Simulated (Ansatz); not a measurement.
PbSe:
```xyz
2
Lattice="4.1893 0.0000 0.0000 -2.0947 3.6281 0.0000 0.0000 0.0000 3.9210" Properties=species:S:1:pos:R:3 pbc="T T T"
Pb     0.0000     0.0000     0.0000
Se     2.0947     1.2094     1.9605
```

Relaxed with r²SCAN. Special points in fractions of this cell's reciprocal vectors: Γ (0.000, 0.000, 0.000); M (0.500, 0.000, 0.000); K (0.333, 0.333, 0.000); A (0.000, 0.000, 0.500); L (0.500, 0.000, 0.500); H (0.333, 0.333, 0.500).

Problem. List the band energies nearest the Fermi level at these points for plane-wave PAW r²SCAN (Ansatz code).

Solution. In eV from the Fermi level; about four levels below and three above (degenerate sets whole), none deeper than 8.9 eV; points with the same levels are listed once.

| k | below | above |
|---|---|---|
| Γ | -6.68 -2.14 -1.49 -1.49 | 3.56 3.56 5.54 |
| M | -8.63 -2.60 -1.75 -0.99 | 2.20 3.77 5.55 |
| K | -8.74 -4.08 -0.80 | 0.30 1.99 3.59 |
| A | -0.81 -0.81 | 0.20 1.23 3.71 3.71 |
| L | -7.68 -4.05 -4.02 -1.22 | 2.12 3.04 3.14 |
| H | -4.12 -3.90 -2.24 -0.23 | 4.90 6.29 8.38 |

Space group P-6m2. The cell is a constructed one: a structure type filled with these elements; neither database checked (COD, Materials Project) lists it. It is not the phase usual at ambient conditions (space group No. 225). The cell was relaxed with r²SCAN under the symmetry of its start; whether a distortion lowers the energy is not shown. Scalar-relativistic: spin–orbit coupling is off unless named, which matters more the heavier the elements.

Potentials: the later of the program's two PAW sets.
